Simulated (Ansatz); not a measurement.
ZrRu (rock salt, Fm-3m) at seven volumes, plane-wave PAW PBE (Ansatz code), scaled uniformly. One row is withheld.

```csv
V (Å³/atom),P (GPa)
17.479,?
18.055,9.90
18.631,4.56
19.207,0.00
19.784,-3.90
20.360,-7.23
20.936,-10.09
```

Task: Fit the shown pressures and predict the withheld one.

Result: Third-order Birch–Murnaghan: P = (3/2)B₀(x^(7/2) − x^(5/2))[1 + (3/4)(B′ − 4)(x − 1)] with x = (V₀/V)^(2/3). Least squares on the six rows gives V₀ = 19.207 Å³/atom, B₀ = 140.4 GPa, B′ = 4.22. At V = 17.479, x = 1.0649 and P = 16.16 GPa. The run itself gave 16.16 GPa.

The start of the workflow was typed in or built on a structure type; neither database checked (COD, Materials Project) lists it. COD files the formula under space group No. 221. Its standing as an ambient phase is unchecked. The cell was relaxed with PBE under the symmetry of its start; its stability against distortions is not shown here. The run is not spin-polarised.

Potentials: the later of the program's two PAW sets.
